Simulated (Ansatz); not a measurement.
AlNi (CsCl type, space group No. 221) under volume change, the program Ansatz at the PBE level (PAW), scaled uniformly.

```json
[
 {"V (Å³/atom)": "11.020", "E − E(relaxed) (meV/atom)": "57.6", "P (GPa)": "18.42"},
 {"V (Å³/atom)": "11.383", "E − E(relaxed) (meV/atom)": "24.2", "P (GPa)": "11.26"},
 {"V (Å³/atom)": "11.746", "E − E(relaxed) (meV/atom)": "5.7", "P (GPa)": "5.18"},
 {"V (Å³/atom)": "12.109", "E − E(relaxed) (meV/atom)": "0.0", "P (GPa)": "-0.01"},
 {"V (Å³/atom)": "12.473", "E − E(relaxed) (meV/atom)": "5.2", "P (GPa)": "-4.42"},
 {"V (Å³/atom)": "12.836", "E − E(relaxed) (meV/atom)": "19.6", "P (GPa)": "-8.18"},
 {"V (Å³/atom)": "13.199", "E − E(relaxed) (meV/atom)": "41.8", "P (GPa)": "-11.38"}
]
```

Task: What does a third-order Birch–Murnaghan fit give for V₀, B₀ and B′?

Result: V₀ = 12.11 Å³/atom, B₀ = 159 GPa, B′ = 4.3.

Space group Pm-3m (CsCl type). Symmetry was held in the PBE relaxation. The workflow began spin-polarised and lost its moments.

Potentials: the later of the program's two PAW sets.
